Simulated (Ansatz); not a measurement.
BP: computed property card

BP:
```cif
data_BP
_chemical_formula_sum 'B1 P1'
_space_group_name_H-M_alt 'P-6m2'
_space_group_IT_number 187
_space_group_name_Hall 'P -6 2'
_cell_length_a 3.00817
_cell_length_b 3.00817
_cell_length_c 2.66093
_cell_angle_alpha 90.000
_cell_angle_beta 90.000
_cell_angle_gamma 120.000
loop_
_atom_site_label
_atom_site_type_symbol
_atom_site_symmetry_multiplicity
_atom_site_Wyckoff_symbol
_atom_site_fract_x
_atom_site_fract_y
_atom_site_fract_z
_atom_site_occupancy
B1 B 1 a 0.00000 0.00000 0.00000 1
P1 P 1 f 0.66667 0.33333 0.50000 1
```

Space group P-6m2 (No. 187); conventional cell a = 3.008 Å, b = 3.008 Å, c = 2.661 Å, α = 90.00°, β = 90.00°, γ = 120.00°.

Method: the program Ansatz at the PBE level (PAW). The cell and atoms are relaxed at this level. Other levels are named where they apply.

Cell and energy:

Volume per atom: 10.43 Å³
Density: 3.33 g/cm³
Formation energy from the elements (no fitted shifts): 0.87 eV/atom

Electronic structure:

- Electronic character = metallic (no gap)
- Density of states at the Fermi level = 0.31 states/eV per atom (mean over ±0.08 eV)

Mechanics:

Bulk modulus (Birch–Murnaghan fit): 146 GPa
Pressure derivative B′: 4.4

A made-up cell: these elements were put on the sites of a structure type; neither database checked (COD, Materials Project) lists it. It is not the phase usual at ambient conditions (space group No. 216). The cell keeps a stress of up to 0.2 GPa. The cell was relaxed with PBE under the symmetry of its start; its stability against distortions is not shown here. The references are the lowest solids computed at this level, not always the standard phases.

Potentials: the later of the program's two PAW sets.
